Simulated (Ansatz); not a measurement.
Starting cell, TiTe2 (CdI2 type):

```
TiTe2
1.0
    3.78396     0.00000     0.00000
   -1.89198     3.27701     0.00000
    0.00000     0.00000     6.60161
Ti Te
1 2
Direct
  0.00000   0.00000   0.00000
  0.33333   0.66667   0.25685
  0.66667   0.33333   0.74315
```

In each cell atom 1 (Ti, nearest neighbour Te at 2.765 Å; its periodic images, 3.8 Å or more away, move with it) moves by s·(0.000, 0.000, 1.000) (along Cartesian z), the rest being held.

Calculation: r2SCAN+rVV10 (plane waves to 500 eV, PAW, scalar-relativistic; Ansatz, a program for electronic structure). k mesh 11×11×6 (Γ-centred), Fermi-Dirac smearing 0.05 eV. E stands for the smeared free energy. With partly filled bands, energies and forces of such displacements shift with the k mesh and the smearing. Spin-orbit coupling is left out, though Te is heavy. TiTe2 is run without spin polarisation. TiTe2 was relaxed with its symmetry unable to fall. ΔE is measured from the undisplaced structure. The last digit holds for this mesh only.

```tsv
s (Å)	ΔE (meV/cell)
-0.830	withheld
-0.664	2399.7
-0.498	1382.6
-0.332	614.9
-0.166	151.3
0.000	0.0
0.166	151.3
0.332	614.9
0.498	1382.6
0.664	2399.7
0.830	withheld
```

Problem. Fit an even polynomial form (powers 2, 4, 6) to the given rows and predict ΔE at s = 0.830.

Solution. Least squares on the 9 given rows: ΔE = (5513)·s² + (780.2)·s⁴ + (-2132)·s⁶, in meV/cell with s in Å; root-mean-square residual 0.62 meV/cell. At 0.830 the fit gives 3471.1 meV/cell; the calculation gives 3595.4 meV/cell, so the extrapolation is off by -124.3 (-3.5 %). The quadratic term alone would give 3797.9 meV/cell.

(A displaced cell: forces are minus the slopes of the energy, force constants its curvatures, and phonons follow from these.)
